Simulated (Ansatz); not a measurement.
## Several inputs for ScF3

Cell: an entry of the Crystallography Open Database (COD), whose atoms a relaxation with PBE at fixed cell left in place.

```
Sc F
1.0
     4.01245    0.00000    0.00000
     0.00000    4.01245    0.00000
     0.00000    0.00000    4.01245
Sc F
1 3
Direct
  0.00000 0.00000 0.00000
  0.50000 0.00000 0.00000
  0.00000 0.50000 0.00000
  0.00000 0.00000 0.50000
```

Atom numbers follow the list; atoms alike are taken as one site, whose name carries the number of the first.

Reference run. All values are calculated (Ansatz; DFT, PBE, plane waves and PAW, scalar-relativistic, 420 eV cutoff, Γ-centred 5×5×5 k-points, Fermi–Dirac smearing 0.02 eV), not measured.

It gives V_zz (10²¹ V/m²) F 5.89 (η 0.00), among others. Each of these runs changes the input as listed (caps on SCF iterations aside):

A. hamiltonian.hubbard: not typed → {sites: [{species: Sc, l: d, u_eff: -5.0}]}
B. hamiltonian.xc: pbe → revpbe

(1) How does each run end, and how far do the gradients move?

Answers

(1) 

```
run   F V_zz (η)  largest change of a gradient tensor, all atoms       note
  A  4.80 (0.00)                                            1.09  converged
  B  6.06 (0.00)                                            0.18  converged
```

Run A moves them most, on F (V_zz from 5.89 to 4.80). Run A holds a negative U, so its numbers aren't properties of the crystal.
